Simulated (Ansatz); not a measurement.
SiC in the zincblende structure, relaxed with r2SCAN, was run in Ansatz 0.2.0 under altered settings. All numbers are computed, without spin polarisation but where a row says otherwise.

```
CELL_PARAMETERS angstrom
0.00000 2.17805 2.17805
2.17805 0.00000 2.17805
2.17805 2.17805 0.00000
ATOMIC_POSITIONS crystal
Si 0.00000 0.00000 0.00000
C 0.25000 0.25000 0.25000
```

The base run's other keys:
```yaml
kpoints:
  mp_grid: { grid: [8, 8, 8] }
hamiltonian:
  xc: pbe
scf:
  occupations: { method: fixed }
  n_extra_bands: 4
```

It takes 6 iterations with 411 plane waves at 420 eV and 29 k points, and leaves a mean stress of +3.57 GPa. The gap over this mesh is 1.358 eV. It ran on 4 threads of Arm Neoverse N1, on a shared host.

Outcomes, with energy and stress as changes against the base:

| setting | outcome | ΔF (meV/atom) | Δ mean stress (GPa) | gap on the mesh (eV) | iterations | wall time |
| --- | --- | --- | --- | --- | --- | --- |
| scf.n_extra_bands: 24 | converged | 0.0 | 0.00 | 1.358 | 6 | 0.78 s |
| scf.occupations: gaussian 0.2 | converged | 0.0 | 0.00 | 1.358 | 6 | 0.53 s |
| accuracy: low | converged | 0.0 | 0.00 | 1.358 | 6 | 0.52 s |
| scf.n_extra_bands: 0 | converged | 0.0 | 0.00 | 1.358 | 6 | 0.46 s |
| kpoints.mp_grid.grid: [2, 2, 2] | converged | +1249 | +8.69 | 0.939 | 6 | 0.31 s |
| scf.mixing.ndim: 30 | converged | 0.0 | 0.00 | 1.358 | 6 | 0.52 s |
| basis.xc_grid: 1 | converged | 0.0 | 0.00 | 1.358 | 6 | 0.51 s |
| scf.convergence.dr2_threshold: 1e-12 | converged | 0.0 | 0.00 | 1.358 | 7 | 0.52 s |
| scf.occupations: cold 0.2 | converged | 0.0 | 0.00 | 1.358 | 5 | 0.49 s |
| scf.occupations: gaussian 0.5 | converged | -0.1 | 0.00 | 1.358 | 6 | 0.51 s |
| scf.occupations: methfessel_paxton 0.2 | converged | 0.0 | 0.00 | 1.358 | 5 | 0.49 s |
| scf.occupations: cold 0.05 | converged | 0.0 | 0.00 | 1.358 | 5 | 0.51 s |
| scf.mixing.preconditioner: none | converged | 0.0 | 0.00 | 1.358 | 6 | 0.51 s |
| scf.convergence.dr2_threshold: 0.01 | converged, warned | 0.0 | 0.0 | 1.358 | 6 | 0.53 s |

A dash marks a value that wasn't obtained or can't be compared. Stress is positive in compression. The base took 0.52 s.

- kpoints.mp_grid.grid: [2, 2, 2]. The free energy moves by +1249 meV an atom, the mean stress by +8.69 GPa and the gap on the mesh by -0.418 eV (to 0.939). The mesh is too coarse.
- scf.convergence.dr2_threshold: 0.01. It converges in 6 iterations, as the base does. Even so loose a threshold leaves the results unchanged here, which can't be counted on. Warned: force scf threshold loose, stress scf threshold loose.

Within 1 meV an atom, 0.1 GPa and 0.005 eV of the base stay: scf.n_extra_bands: 24; scf.occupations: gaussian 0.2; accuracy: low; scf.n_extra_bands: 0; scf.mixing.ndim: 30; basis.xc_grid: 1; scf.convergence.dr2_threshold: 1e-12; scf.occupations: cold 0.2; scf.occupations: gaussian 0.5; scf.occupations: methfessel_paxton 0.2; scf.occupations: cold 0.05; scf.mixing.preconditioner: none; scf.convergence.dr2_threshold: 0.01.
